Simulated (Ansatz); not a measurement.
Sr:
```
Sr
1.0
   -2.40520     2.40520     2.40520
    2.40520    -2.40520     2.40520
    2.40520     2.40520    -2.40520
Sr
1
Cartesian
  0.00000   0.00000   0.00000
```

Relaxed with r²SCAN. Special points in fractions of this cell's reciprocal vectors: Γ (0.000, 0.000, 0.000); H (0.500, -0.500, 0.500); N (0.000, 0.000, 0.500); P (0.250, 0.250, 0.250).

**Question.** List the band energies nearest the Fermi level at these points for the program Ansatz at the r²SCAN level (PAW).

**Answer.** In eV from the Fermi level; about four levels below and three above (degenerate sets whole), none deeper than 8.9 eV; points with the same levels are listed once.

| k | below | above |
|---|---|---|
| Γ | -3.85 | 2.72 2.72 2.72 |
| H | -0.11 -0.11 | 3.77 3.77 3.77 |
| N | -0.97 | 0.08 1.45 3.91 |
| P | – | 0.35 0.35 0.35 |

Space group Im-3m (bcc (W type)). This is a known high-temperature phase of the composition, computed here at zero pressure and temperature. Symmetry was held in the r²SCAN relaxation; phonons on a q-mesh show no instability. Scalar-relativistic: spin–orbit coupling is off unless named, which matters more the heavier the elements.

Potentials: the later of the program's two PAW sets.
